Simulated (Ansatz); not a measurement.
**Guessed and relaxed cells of MgSi₂N₂**

The guess for MgSi₂N₂ was made by a generator: random cell by space group and Wyckoff sites (Cmmm, No. 65). Its size is a rough estimate.

start:

Space group Cmmm (No. 65). a = 5.250 Å, b = 6.602 Å, c = 4.126 Å, α = 90.00°, β = 90.00°, γ = 90.00°
| atom | site | symmetry | x | y | z |
| --- | --- | --- | --- | --- | --- |
| Mg | 2c | mmm | 0.5000 | 0.0000 | 0.5000 |
| Si | 4i | m2m | 0.5000 | 0.2757 | 0.0000 |
| N | 4k | mm2 | 0.0000 | 0.0000 | 0.1876 |

The calculation used Ansatz 0.2.0, DFT PBE, scalar-relativistic, plane waves, PAW. Cutoff 420 eV, Gaussian smearing, Γ-centred meshes. Cell and atoms relax first on a coarse mesh and then on a finer one. In between, the cell is made exact in the group found at 0.06 Å. In metals the finer mesh still leaves noise of several meV/atom or more. The steps can't lower the symmetry of their start. No spin polarisation in the relaxation; trial moments died out in a coarse test.

end:

Space group Cmmm (No. 65). a = 3.346 Å, b = 8.126 Å, c = 5.428 Å, α = 90.00°, β = 90.00°, γ = 90.00°
```csv
atom,site,symmetry,x,y,z
Mg,2c,mmm,0.5000,0.0000,0.5000
Si,4i,m2m,0.5000,0.3501,0.0000
N,4k,mm2,0.0000,0.0000,0.2401
```

The symmetry stays Cmmm (No. 65). The volume per atom grows by 3.2 %, from 14.3 to 14.8 Å³. The shortest distance goes from 1.55 Å (N–N) to 1.78 Å (Si–N). The energy falls by about 1.2 eV/atom (the start's value is from the coarse mesh).

* Volume per atom: 14.76 Å³
* Density: 2.44 g/cm³
* Formation energy: −0.43 eV/atom
* Gap on the 12×12×8 mesh of the 5-atom cell: 0 eV (a metal)

The zero of energy is the elements' standard structures at the same level (N₂ as a molecule); no fitted shifts are applied. Whether it is stable depends on the other phases of the system, which aren't compared here.

The last run used Gaussian smearing of 0.10 eV. A structure relaxed within its symmetry needn't be a true minimum. In all, the 4 runs took 4.9 min on 1 thread of AMD EPYC (Zen 3), on a shared host.
